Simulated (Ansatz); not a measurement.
N:
```xyz
4
Lattice="4.2034 0.0000 0.0000 0.0000 4.2034 0.0000 0.0000 0.0000 5.3936" Properties=species:S:1:pos:R:3 pbc="T T T"
N      3.8169     3.8169     0.0000
N      0.3865     0.3865     0.0000
N      2.4881     1.7152     2.6968
N      1.7152     2.4881     2.6968
```

Relaxed with r²SCAN. Special points in fractions of this cell's reciprocal vectors: Γ (0.000, 0.000, 0.000); X (0.000, 0.500, 0.000); M (0.500, 0.500, 0.000); Z (0.000, 0.000, 0.500); R (0.000, 0.500, 0.500); A (0.500, 0.500, 0.500).

Task: List the band energies nearest the valence-band maximum at these points for r²SCAN in the plane-wave PAW code Ansatz.

Result: In eV from the valence-band maximum; about four levels below and three above (degenerate sets whole), none deeper than 8.9 eV; points with the same levels are listed once.

```tsv
k	below	above
Γ	-1.33 -1.33 -1.24 -0.82 -0.13	7.90 8.77 9.06 9.06
X	-1.49 -1.49 -0.18 -0.18	8.86 8.86 8.88 8.88
M	-1.45 -1.45 -0.03 -0.03	8.67 8.67 9.56 9.56
Z	-1.34 -1.34 -0.35 -0.35	8.31 8.31 9.04 9.04
R	-1.32 -1.32 -0.23 -0.23	8.51 8.51 9.16 9.16
A	-1.48 -1.48 0.00 0.00	8.67 8.67 9.56 9.56
```

Space group P4_2/mnm. The workflow started from a Materials Project entry (that database holds measured and hypothetical structures alike); the Crystallography Open Database copy checked does not list it. It is not the usual solid phase (space group No. 205). The r²SCAN relaxation kept the symmetry of its start; whether a distortion lowers the energy is not shown. The substance is a gas or liquid at ambient conditions. A crystal of weakly bound molecules computed without a dispersion correction: the cell and the soft elastic constants depend strongly on that.

Potentials: the later of the program's two PAW sets.
